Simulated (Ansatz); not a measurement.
Simulated (Ansatz). Plane-wave DFT: an element X is put into a periodic supercell of the crystal below and the atoms relax. X is one of the candidates, and is told by the neutral defect's formation energy over the elements (uncorrected), its moments where the run had spin, and its relaxed neighbours, eight at most.

```
cell
1.0
    -2.1302    2.1302    5.2860
     2.1302   -2.1302    5.2860
     2.1302    2.1302   -5.2860
Al Cu La
3 1 1
Direct
  0.4045 0.4045 0.0000
  0.2462 0.7462 0.5000
  0.7462 0.2462 0.5000
  0.6314 0.6314 0.0000
  0.9957 0.9957 0.0000
```

| quantity | value |
| --- | --- |
| host atoms in supercell | 25 |
| functional | PBEsol |
| wave cutoff | 420 eV |
| k mesh | 3, 3, 3 |
| k shift | 0, 0, 0 mesh steps |
| gaussian smearing | 0.05 eV |
| start displacement | 0.03 angstrom |
| electrons started on | no chosen atoms |
| candidate elements | Li, Ca, Ti, Y, Nb, Hf |
| found formation energy | 2.53 eV |
| found largest move from host sites | 0.466 angstrom |

| supercell vector | supercell times a (host cell vectors) | supercell times b (host cell vectors) | supercell times c (host cell vectors) |
| --- | --- | --- | --- |
| A | 0 | -1 | -2 |
| B | 1 | -1 | 1 |
| C | -2 | 0 | -1 |

| change element | change kind | change place a (host cell vectors) | change place b (host cell vectors) | change place c (host cell vectors) |
| --- | --- | --- | --- | --- |
| X | on La | -1.0043 | -1.0043 | -1 |

```
found neighbour element  found neighbour distance (angstrom)
                     Al                                2.924
                     Al                                2.924
                     Al                                2.925
                     Al                                2.925
                     Al                                3.037
                     Al                                3.037
                     Al                                3.038
                     Al                                3.038
```

**Question.** Which element is X?

**Answer.** Ti.

Caveats: one random start near the defect, so other minima are possible; the supercell is small.
